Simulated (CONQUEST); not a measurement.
Set-up for a self-consistent single point of CoSi₂ (Fm-3m, 12 atoms in the cell; from Materials Project mp-2379, changed as shown).

```
CELL_PARAMETERS angstrom
      5.20658     0.00000     0.00000
      0.00000     5.20658     0.00000
      0.00000     0.00000     5.20658
ATOMIC_POSITIONS crystal
  Co 0.00000 0.00000 0.00000
  Co 0.00000 0.50000 0.50000
  Co 0.50000 0.00000 0.50000
  Co 0.50000 0.50000 0.00000
  Si 0.25000 0.25000 0.75000
  Si 0.25000 0.75000 0.75000
  Si 0.25000 0.75000 0.25000
  Si 0.25000 0.25000 0.25000
  Si 0.75000 0.25000 0.25000
  Si 0.75000 0.75000 0.25000
  Si 0.75000 0.75000 0.75000
  Si 0.75000 0.25000 0.75000
```

Method: PBE, numerical atomic orbitals double-zeta with polarisation (the shipped basis), PseudoDojo norm-conserving potentials made for PBE run with CONQUEST.

CONQUEST settings:

* **basis**: DZP
* **Diag.MPMeshX, Y, Z**: 7 7 7
* **potentials**: PseudoDojo norm-conserving PBE
* **Grid.GridCutoff**: 140 Ha
* **DM.SolutionMethod**: diagon
* **Diag.kT**: 0.003675 Ha
* **Diag.GammaCentred**: true
* **minE.SCTolerance**: 1.0e-06
* **SC.MaxIters**: 100
* **SC.LinearMixingFactor**: 0.3
* **SC.KerkerPreCondition**: true
* **SC.KerkerFactor**: 0.5 1/bohr
* **AtomMove.TypeOfRun**: static

Results:

- Number of valence electrons: 100
- Number of bands: 180
- Number of k-points after the program's reduction: 172
- Size of the basis: 180
- Number of SCF iterations: 17
- FFT grid: 60 × 60 × 60
- Free energy E − TS: -17580.0926 eV
- Fermi level (on the code's own zero): -6.77 eV
- Pressure: 24.26 GPa

Stress (GPa, positive for compression):
```
24.26   0.00   0.00
 0.00  24.26   0.00
 0.00   0.00  24.26
```

For comparison: a first run was changed to give this one (lattice scaled by 0.98), and from it to this one the free energy goes up by 78.3 meV/atom and the pressure goes from 10.09 to 24.26 GPa.

The program uses no crystal symmetry, so grid and mesh can part values that symmetry would make equal. The atom-centred basis is finite, which shifts total energies and pressures against plane waves. The run has no spin polarisation, so moments on Co cannot form. The structure comes from a collection of computed structures, made at another level of theory; the collection holds predicted forms beside known ones. At this pressure the cell is far from its equilibrium volume at this level.

Cost on one core: around 9 core-minutes (rough).
